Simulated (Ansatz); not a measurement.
CdF₂:
```cif
data_Cd4F8
_chemical_formula_sum 'Cd4 F8'
_space_group_name_H-M_alt 'Fm-3m'
_space_group_IT_number 225
_space_group_name_Hall '-F 4 2 3'
_cell_length_a 5.39151
_cell_length_b 5.39151
_cell_length_c 5.39151
_cell_angle_alpha 90.000
_cell_angle_beta 90.000
_cell_angle_gamma 90.000
loop_
_atom_site_label
_atom_site_type_symbol
_atom_site_symmetry_multiplicity
_atom_site_Wyckoff_symbol
_atom_site_fract_x
_atom_site_fract_y
_atom_site_fract_z
_atom_site_occupancy
Cd1 Cd 4 a 0.00000 0.00000 0.00000 1
F1 F 8 c 0.25000 0.25000 0.25000 1
```
(The calculation used a cell of 3 atoms; values per cell refer to that cell.)

Relaxed with r²SCAN.

Task: Give the optical modes at the zone centre with their infrared and Raman activity from DFPT, the program Ansatz at the r²SCAN level (PAW).

Result: Transverse frequencies, without the LO–TO term; a row sums one degenerate level.

```csv
ω (cm⁻¹),degeneracy,IR ((D/Å)²/amu),Raman (Å⁴/amu),activity,symmetry
224,3,14.56,0,IR,T1u
312,3,0.00,3.9,Raman,T2g
```

Task: How high does the top mode go among those that the LO–TO term moves?

Result: 387 cm⁻¹ for q along x.

The r²SCAN relaxation kept the symmetry of its start.

Potentials: the earlier of the program's two PAW sets. The files were generated under PBE; for other functionals the program regenerates the frozen cores, and for LDA and PBEsol the local potential too.
